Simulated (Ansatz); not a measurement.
Relaxed-ion elastic tensor of Ti (simple cubic, space group No. 221) in GPa (Voigt order), PBE (plane waves, PAW; program Ansatz); density 4.32 g/cm³, 18.41 Å³ per atom.

```json
[
 {"": "1", "1": "104", "2": "65.1", "3": "65.1", "4": "0.0", "5": "0.0", "6": "0.0"},
 {"": "2", "1": "65.1", "2": "104", "3": "65.1", "4": "0.0", "5": "0.0", "6": "0.0"},
 {"": "3", "1": "65.1", "2": "65.1", "3": "104", "4": "0.0", "5": "0.0", "6": "0.0"},
 {"": "4", "1": "0.0", "2": "0.0", "3": "0.0", "4": "-55.8", "5": "0.0", "6": "0.0"},
 {"": "5", "1": "0.0", "2": "0.0", "3": "0.0", "4": "0.0", "5": "-55.8", "6": "0.0"},
 {"": "6", "1": "0.0", "2": "0.0", "3": "0.0", "4": "0.0", "5": "0.0", "6": "-55.8"}
]
```

**Question.** Is the crystal mechanically stable?

**Answer.** No: the smallest eigenvalue of C is -55.8 GPa.

Space group Pm-3m (simple cubic). The cell is a constructed one: a structure type filled with these elements; neither database checked (COD, Materials Project) lists it. It is not the phase usual at ambient conditions (space group No. 194). The cell was relaxed with PBE under the symmetry of its start. At this level the phase is mechanically unstable. The run is not spin-polarised. As this level gives no gap, shear constants depend on the k-mesh and smearing (Fermi–Dirac, 0.1 eV here).

Potentials: the later of the program's two PAW sets.
